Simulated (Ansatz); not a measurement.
Bulk crystal (Cu) after relaxation:

```
Cu
1.0
     2.52059    0.00000    0.00000
    -1.26030    2.18290    0.00000
     0.00000    0.00000    4.11652
Cu
2
Direct
  0.33333 0.66667 0.25000
  0.66667 0.33333 0.75000
```

Miller indices refer to the conventional cell of P6_3/mmc (No. 194), a = 2.521 Å, b = 2.521 Å, c = 4.117 Å, α = 90.00°, β = 90.00°, γ = 120.00°.

Consider the (001) slab of 6 planes, 10.3 Å thick with 15 Å of vacuum as cut; outer planes Cu (top) and Cu (bottom), all atoms relaxed.

The calculation used DFT PBEsol, scalar-relativistic, plane waves, PAW in Ansatz. Cutoff 420 eV; k points 15×15×1 on the computed 6-atom cell (Γ-centred); Gaussian smearing, width 0.10 eV; no spin polarisation. A dipole correction removes the field between periodic images along c.

(1) Estimate the surface energy (mean of both faces).

(2) Predict the work function.

(3) The top two planes lie 2.058 Å apart in the bulk. How does relaxation change this?

Results:

(1) 1.67 J/m².

(2) 5.00 eV.

(3) The spacing becomes 2.045 Å (-0.6 %).

The reference crystal is a form of Cu, which isn't its usual structure.